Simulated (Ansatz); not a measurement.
CaO:
```
CaO
1.0
    4.16887     0.00000     0.00000
    0.00000     4.16887     0.00000
    0.00000     0.00000     3.19549
Ca O
2 2
Cartesian
  2.08444   0.00000   0.93726
  0.00000   2.08444   2.25823
  0.00000   0.00000   0.00000
  2.08444   2.08444   0.00000
```

Relaxed with r²SCAN.

Q: Which orbitals make up the states near the band edges in r²SCAN in the plane-wave PAW code Ansatz?

A: Top 1 eV of the valence band: O 2p 94 %. Bottom 1 eV of the conduction band: Ca 4s 44 %, O 2s 13 %, O 2p 6 %, outside the projected shells 35 %. Projections are on Löwdin-orthogonalised atomic valence shells; empty p or d shells of many metals are not among them.

Q: Tabulate the density of states.

A: States/eV per cell of 4 atoms, in 0.25 eV bins, energy from the valence-band maximum.

```
E (eV)  total  O 2p  Ca 4s  O 2s
------  -----  ----  -----  ----
-3.20    0.00  0.00   0.00  0.00
-2.95    0.56  0.43   0.11  0.00
-2.70    1.39  1.11   0.22  0.01
-2.45    2.67  2.21   0.30  0.01
-2.20    5.30  4.61   0.30  0.02
-1.95    6.72  5.90   0.28  0.03
-1.70    5.64  5.06   0.12  0.02
-1.45    4.25  3.85   0.06  0.01
-1.20    4.43  4.05   0.04  0.01
-0.95    4.81  4.44   0.04  0.01
-0.70    4.39  4.10   0.03  0.01
-0.45    4.74  4.48   0.03  0.01
-0.20    2.98  2.86   0.01  0.00
0.05     0.10  0.10   0.00  0.00
0.30     0.00  0.00   0.00  0.00
0.55     0.00  0.00   0.00  0.00
0.80     0.00  0.00   0.00  0.00
1.05     0.00  0.00   0.00  0.00
1.30     0.00  0.00   0.00  0.00
1.55     0.00  0.00   0.00  0.00
1.80     0.00  0.00   0.00  0.00
2.05     0.00  0.00   0.00  0.00
2.30     0.00  0.00   0.00  0.00
2.55     0.00  0.00   0.00  0.00
2.80     0.00  0.00   0.00  0.00
3.05     0.00  0.00   0.00  0.00
3.30     0.00  0.00   0.00  0.00
3.55     0.00  0.00   0.00  0.00
3.80     0.00  0.00   0.00  0.00
4.05     0.00  0.00   0.00  0.00
4.30     0.06  0.00   0.03  0.01
4.55     0.12  0.01   0.07  0.02
4.80     0.23  0.02   0.11  0.03
5.05     1.42  0.10   0.40  0.06
5.30     2.31  0.16   0.60  0.05
5.55     2.15  0.12   0.48  0.04
5.80     3.85  0.14   0.79  0.05
6.05     4.07  0.15   0.72  0.06
6.30     6.19  0.21   0.74  0.07
6.55     7.27  0.30   0.59  0.06
6.80     4.40  0.20   0.34  0.03
7.05     3.58  0.17   0.34  0.03
7.30     4.15  0.19   0.45  0.03
7.55     3.13  0.14   0.35  0.02
7.80     1.81  0.07   0.20  0.01
8.05     1.85  0.05   0.16  0.01
8.30     2.36  0.06   0.14  0.02
```

Space group P4/nmm. The start of the workflow was typed in or built on a structure type; neither database checked (COD, Materials Project) lists it. It is not the phase usual at ambient conditions (space group No. 225). Symmetry was held in the r²SCAN relaxation; its stability against distortions is not shown here. The volume moved by -17 % from the start of the relaxation.

Potentials: the earlier of the program's two PAW sets.
